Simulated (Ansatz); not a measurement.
AgBr (rock salt, Fm-3m) under volume change, LDA in the plane-wave PAW code Ansatz, scaled uniformly.

| V (Å³/atom) | E − E(relaxed) (meV/atom) | P (GPa) |
|---|---|---|
| 19.804 | 42.4 | 7.65 |
| 20.457 | 17.6 | 4.61 |
| 21.110 | 4.1 | 2.09 |
| 21.762 | 0.0 | 0.00 |
| 22.415 | (withheld) | (withheld) |
| 23.068 | 13.7 | -3.16 |
| 23.721 | (withheld) | (withheld) |

Task: Some entries are withheld; supply them.

Result: 
- 23.721, E − E(relaxed) (meV/atom): 29.1
- 23.721, P (GPa): -4.34
- 22.415, E − E(relaxed) (meV/atom): 3.6
- 22.415, P (GPa): -1.73

Task: What does a third-order Birch–Murnaghan fit give for V₀, B₀ and B′?

Result: V₀ = 21.76 Å³/atom, B₀ = 63.3 GPa, B′ = 5.3.

Symmetry was held in the LDA relaxation; phonons on a q-mesh show no instability. No spin polarisation was allowed.

Potentials: the later of the program's two PAW sets.
